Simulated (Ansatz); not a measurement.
NaCl:
```cif
data_ClNa
_chemical_formula_sum 'Na1 Cl1'
_space_group_name_H-M_alt 'P 1'
_space_group_IT_number 1
_cell_length_a 3.36889
_cell_length_b 3.36889
_cell_length_c 3.36889
_cell_angle_alpha 90.000
_cell_angle_beta 90.000
_cell_angle_gamma 90.000
loop_
_space_group_symop_operation_xyz
  'x, y, z'
loop_
_atom_site_label
_atom_site_type_symbol
_atom_site_fract_x
_atom_site_fract_y
_atom_site_fract_z
_atom_site_occupancy
Na1 Na 0.00000 0.00000 0.00000 1
Cl1 Cl 0.50000 0.50000 0.50000 1
```

Relaxed with LDA.

Q: Give the optical modes at the zone centre with their infrared and Raman activity from DFPT, plane-wave PAW LDA (Ansatz code).

A: Transverse frequencies, without the LO–TO term; a row sums one degenerate level.

| ω (cm⁻¹) | degeneracy | IR ((D/Å)²/amu) | Raman (Å⁴/amu) | activity | symmetry |
|---|---|---|---|---|---|
| 113 | 3 | 6.76 | 0 | IR | T1u |

Q: How high does the top mode go among those that the LO–TO term moves?

A: 237 cm⁻¹ for q along x.

Space group Pm-3m (CsCl type). This is a known high-pressure phase of the composition, computed here at zero pressure and temperature. The LDA relaxation kept the symmetry of its start. At this level the phase is dynamically unstable (imaginary phonons).

Potentials: the earlier of the program's two PAW sets. The files were generated under PBE; for other functionals the program regenerates the frozen cores, and for LDA and PBEsol the local potential too.
